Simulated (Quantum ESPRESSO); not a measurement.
# Kohn-Sham bands of YN (rock salt)

```xyz
2
Lattice="0.0000 2.4484 2.4484 2.4484 0.0000 2.4484 2.4484 2.4484 0.0000" Properties=species:S:1:pos:R:3 pbc="T T T"
Y      0.0000     0.0000     0.0000
N      2.4484     2.4484     2.4484
```

Materials Project entry mp-2114; symmetrised, unrelaxed at this level. COD (Crystallography Open Database) has an entry of this formula and space group (matched by these alone). Level: PBEsol, spinors with spin-orbit coupling; pw.x of Quantum ESPRESSO at 68 Ry with PseudoDojo potentials, 8×8×8 k-points, Wannier90. Density: 12×12×12 mesh, Gaussian smearing 0.01 Ry. The gap is small at this level and was sampled on the meshes and a path alone.

Question: List the Kohn-Sham levels between −8 and 3.1 eV relative to the valence-band maximum at the high-symmetry points, as a band run of pw.x on that density gives them (levels within 2 meV counted together).

Answer: 
```json
[
 {"point": "Γ", "k (reciprocal lattice)": "0.000 0.000 0.000", "levels (eV)": "-0.06 (×2), 0.00 (×4), 3.06 (×4)"},
 {"point": "X", "k (reciprocal lattice)": "0.500 0.000 0.500", "levels (eV)": "-1.55 (×2), -0.46 (×2), -0.37 (×2), 0.10 (×2)"},
 {"point": "U", "k (reciprocal lattice)": "0.625 0.250 0.625", "levels (eV)": "-2.24 (×2), -1.64 (×2), -1.33 (×2), 2.39 (×2)"},
 {"point": "K", "k (reciprocal lattice)": "0.375 0.375 0.750", "levels (eV)": "-2.24 (×2), -1.64 (×2), -1.33 (×2), 2.39 (×2)"},
 {"point": "L", "k (reciprocal lattice)": "0.500 0.500 0.500", "levels (eV)": "-4.13 (×2), -2.28 (×2), -2.28 (×2)"},
 {"point": "W", "k (reciprocal lattice)": "0.500 0.250 0.750", "levels (eV)": "-2.18 (×2), -1.66 (×2), -1.52 (×2)"}
]
```
